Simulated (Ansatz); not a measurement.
ReW3: how the energy converges with the cutoff

ReW3, P1, a = 2.738 Å, b = 2.716 Å, c = 9.054 Å, α, β, γ = 90.4°, 89.7°, 110.3°. Ansatz: PBEsol, PAW, cutoff varied, Γ-centred 12×12×4 mesh on 4 atoms, Gaussian smearing 0.10 eV; no spin polarisation. Single points at one geometry with displaced atoms, the cutoff alone changed; ΔE is the energy at zero smearing over the run at 600 eV. The runs up to 350 eV lie under the cutoff recommended for these PAW datasets.

| cutoff (eV) | ΔE (meV/atom) |
| --- | --- |
| 200 | 4496.68 |
| 250 | ? |
| 300 | 65.90 |
| 350 | 6.10 |
| 420 | 1.52 |

Problem. Assume ΔE falls exponentially with the cutoff, fit y = ln ΔE against x, the cutoff in eV, to the other rows, and predict the missing value.

Solution. y = 8.411, 4.188, 1.808, 0.419. Means x = 317.5, y = 3.7065; Σ(Δx)² = 25675, ΣΔxΔy = -959.9; the slope is their ratio. y = 15.58 − 0.03739 x, a factor of ten per 62 eV. At 250 eV this gives ΔE = 509.03 meV/atom. The run gave 653.90, a ratio of 0.78. Between neighbouring rows the decay runs from a factor of ten per 48 eV to one per 116 eV, so one exponential is only a rough guide. The fast fall gives way to a slow tail, so a fit to low cutoffs promises convergence too early.